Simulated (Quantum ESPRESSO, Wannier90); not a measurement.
# Tight-binding from DFT: BeO (wurtzite)

```
begin unit_cell_cart
ang
    2.6942800325    0.0000000000    0.0000000000
   -1.3471400163    2.3333149531    0.0000000000
    0.0000000000    0.0000000000    4.3760200000
end unit_cell_cart
begin atoms_frac
Be   0.3333333333 -0.3333333333  0.0001600000
Be  -0.3333333333  0.3333333333 -0.4998400000
O    0.3333333333 -0.3333333333  0.3773400000
O   -0.3333333333  0.3333333333 -0.1226600000
end atoms_frac
```

Materials Project entry mp-2542; symmetrised, unrelaxed at this level. COD (Crystallography Open Database) has the formula in 3 space groups, this one among them (matched by group alone). Level: PBEsol, no spin polarisation, no spin-orbit coupling; pw.x of Quantum ESPRESSO at 71 Ry with PseudoDojo potentials, 12×12×6 k-points, Wannier90. Density: 18×18×8 mesh, cold smearing 0.01 Ry.

Bands 5-10 form an isolated set from -6.32 to 0.00 eV relative to the valence-band maximum (on the path) and are turned into 6 Wannier functions by minimising the spread from the start: atomic waves O 2p.

Centres (Cartesian, Å; one of the equivalent choices) and spreads:

```tsv
n	x	y	z	spread (Å²)	nearest atom
1	1.347	-0.778	1.609	0.845	O3
2	1.347	-0.806	1.675	0.835	O3
3	1.347	-0.749	1.675	0.835	O3
4	-1.347	0.778	-0.579	0.845	O4
5	-1.347	0.806	-0.513	0.835	O4
6	-1.347	0.749	-0.513	0.835	O4
```

Ω_I = 4.99 Å², Ω_total = 5.03 Å²; the interpolated bands follow pw.x to 0.1 meV rms on the path. Only this start was tried; a symmetric start can stop on a saddle, and mixtures of these functions could lower the total by at most Ω_total − Ω_I.
